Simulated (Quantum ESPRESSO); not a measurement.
## Band energies of Ba2H3I

```
CELL_PARAMETERS angstrom
      4.53640     0.00000     0.00000
     -2.26820     3.92864     0.00000
      0.00000     0.00000     8.11955
ATOMIC_POSITIONS crystal
  H  0.66667 0.33333 0.35610
  H  0.33333 0.66667 0.64390
  H  0.00000 0.00000 0.50000
  I  0.00000 0.00000 0.00000
  Ba 0.66667 0.33333 0.68472
  Ba 0.33333 0.66667 0.31528
```

norm-conserving LDA (Quantum ESPRESSO, 74 Ry, scalar-relativistic); path ΓMKΓALHA,LM,KH; energies in eV from the valence-band maximum.

| k (1/Å) | point | band 11 | band 12 | band 13 | band 14 | band 15 | band 16 | band 17 | band 18 |
|---|---|---|---|---|---|---|---|---|---|
| 0.00 | Γ | -3.60 | -2.33 | -2.33 | -2.18 | -0.05 | 2.47 | 2.59 | 2.59 |
| 0.20 |  | -3.52 | -2.50 | -2.38 | -2.21 | -0.44 | 2.66 | 2.73 | 2.76 |
| 0.60 |  | -3.33 | -2.64 | -2.33 | -2.03 | -1.52 | 2.71 | 2.99 | 3.17 |
| 0.80 | M | -3.33 | -2.69 | -2.26 | -1.85 | -1.70 | 2.63 | 3.10 | 3.27 |
| 1.03 |  | -3.26 | -2.97 | -2.08 | -1.86 | -1.74 | 2.39 | 2.86 | 2.99 |
| 1.26 | K | -3.44 | -3.19 | -1.95 | -1.79 | -1.79 | 2.32 | 2.32 | 2.98 |
| 1.63 |  | -3.30 | -2.79 | -2.31 | -2.09 | -1.48 | 2.62 | 2.88 | 3.09 |
| 2.00 |  | -3.53 | -2.48 | -2.38 | -2.21 | -0.39 | 2.66 | 2.70 | 2.74 |
| 2.18 | Γ | -3.60 | -2.33 | -2.33 | -2.18 | -0.05 | 2.47 | 2.59 | 2.59 |
| 2.57 | A | -2.73 | -2.34 | -2.34 | -2.23 | 0.00 | 2.41 | 2.41 | 2.51 |
| 2.97 |  | -3.22 | -2.51 | -2.40 | -2.21 | -1.18 | 2.18 | 2.62 | 2.92 |
| 3.17 |  | -3.36 | -2.62 | -2.30 | -2.04 | -1.65 | 2.19 | 2.51 | 2.84 |
| 3.37 | L | -3.28 | -2.67 | -2.11 | -2.04 | -1.82 | 2.02 | 2.78 | 2.91 |
| 3.60 |  | -3.25 | -2.99 | -1.99 | -1.98 | -1.86 | 2.53 | 2.84 | 2.93 |
| 3.83 | H | -3.45 | -3.23 | -1.94 | -1.87 | -1.87 | 2.98 | 2.98 | 3.15 |
| 3.96 |  | -3.26 | -3.23 | -1.99 | -1.88 | -1.87 | 2.75 | 3.01 | 3.06 |
| 4.10 |  | -3.28 | -3.05 | -2.16 | -1.95 | -1.74 | 2.38 | 3.00 | 3.03 |
| 4.36 |  | -3.15 | -2.65 | -2.32 | -2.23 | -1.16 | 2.07 | 3.03 | 3.04 |
| 4.62 |  | -2.72 | -2.41 | -2.37 | -2.26 | -0.24 | 2.48 | 2.56 | 2.74 |
| 4.76 | A | -2.73 | -2.34 | -2.34 | -2.23 | 0.00 | 2.41 | 2.41 | 2.51 |
| 4.76 | L | -3.28 | -2.67 | -2.11 | -2.04 | -1.82 | 2.02 | 2.78 | 2.91 |
| 4.95 |  | -3.31 | -2.68 | -2.21 | -1.86 | -1.81 | 2.29 | 2.98 | 2.99 |
| 5.14 | M | -3.33 | -2.69 | -2.26 | -1.85 | -1.70 | 2.63 | 3.10 | 3.27 |
| 5.14 | K | -3.44 | -3.19 | -1.95 | -1.79 | -1.79 | 2.32 | 2.32 | 2.98 |
| 5.53 | H | -3.45 | -3.23 | -1.94 | -1.87 | -1.87 | 2.98 | 2.98 | 3.15 |

The LDA gap is indirect, 2.02 eV, from A to L; the smallest direct gap is 2.41 eV.

Without spin-orbit coupling, band edges of such heavy elements can be off by tenths of an eV.

Geometry of the Materials Project entry, not relaxed at this level.

The structure is a Materials Project entry; no match was found in the copy of COD used, and its stability was not checked.
